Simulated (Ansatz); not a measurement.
**C (lonsdaleite) under strain**

C built on the lonsdaleite prototype, relaxed with r2SCAN in the plane-wave code Ansatz. It is hexagonal, P6_3/mmc (No. 194); conventional cell a = 2.503 Å, c = 4.169 Å, 5.66 Å³ an atom. Around C lie 4 C at 1.54–1.56 Å.

The axes x, y and z are those of this cell:
```
CELL_PARAMETERS angstrom
2.50320 0.00000 0.00000
-1.25160 2.16783 0.00000
0.00000 0.00000 4.16887
ATOMIC_POSITIONS crystal
C 0.33333 0.66667 0.00023
C 0.66667 0.33333 0.50023
C 0.33333 0.66667 0.37477
C 0.66667 0.33333 0.87477
```

Unstrained: With PBE the valence top lies at Γ and the conduction bottom at K, 3.323 eV higher; the smallest vertical gap, at Γ, is 4.995 eV. With r2SCAN the valence top lies at Γ and the conduction bottom at K, 3.596 eV higher; the smallest vertical gap, at Γ, is 5.241 eV. The HSE06 gap is indirect, 4.377 eV (Γ to K), below the direct gap of 6.340 eV at Γ. Meshes: PBE 12×12×6, r2SCAN 12×12×6, HSE06 9×9×4. Strains are changes of length per length. After each strain the atoms were relaxed again with r2SCAN within the symmetry that the strain leaves, so tilts or polar shifts that break it weren't tested; points keep the names that they have in the unstrained zone. Calculated for a static, non-magnetic cell.

Changes of the least gap in eV (an overlap counts as a negative gap):
```
                                                      strain  volume change (%)  space group     PBE  r2SCAN   HSE06  energy rise, r2SCAN (meV/atom)
epitaxial +1.5 % in the xy plane, free normal strain -0.01 %               +3.0     P6_3/mmc  +0.119  +0.108  +0.114                            10.2
                                     uniaxial +2.0 % along x               +2.0         Cmcm  +0.024  +0.017  +0.026                             8.4
                            isotropic +1.5 % on every length               +4.6     P6_3/mmc  +0.179  +0.169  +0.180                            15.5
                            isotropic +2.5 % on every length               +7.7     P6_3/mmc  +0.287  +0.275  +0.289                            41.9
```

Epitaxial +1.5 % in the xy plane, free normal strain -0.01 %. HSE06: the gap goes from 4.377 to 4.491 eV (+0.114 eV); with r2SCAN the top three valence levels at Γ, grouped 2+1 from the top over 499 meV, become 2+1 over 490 meV. Stress change with r2SCAN, compression positive: xx -18.72, yy -18.72, zz 0.00 GPa.

Uniaxial +2.0 % along x, other directions held. HSE06: the gap goes from 4.377 to 4.403 eV (+0.026 eV); with r2SCAN the top three valence levels at Γ, grouped 2+1 from the top over 499 meV, become 1+1+1 over 545 meV. Stress change with r2SCAN, compression positive: xx -23.35, yy -1.77, zz -0.13 GPa.

Isotropic +1.5 % on every length. HSE06: the gap goes from 4.377 to 4.557 eV (+0.180 eV); with r2SCAN the top three valence levels at Γ, grouped 2+1 from the top over 499 meV, become 2+1 over 425 meV. Stress change with r2SCAN, compression positive: xx -18.49, yy -18.49, zz -18.66 GPa. For HSE06, dE_g/d ln V = 4.0 eV over this step.

Isotropic +2.5 % on every length. HSE06: the gap goes from 4.377 to 4.666 eV (+0.289 eV); with r2SCAN the top three valence levels at Γ, grouped 2+1 from the top over 499 meV, become 2+1 over 377 meV. Stress change with r2SCAN, compression positive: xx -29.06, yy -29.06, zz -29.23 GPa. For HSE06, dE_g/d ln V = 3.9 eV over this step.

The meshes of the hybrids are coarse, so their gaps aren't converged to the digits shown.

The splittings at Γ are without spin-orbit coupling, which regroups them where it is of like size or larger.
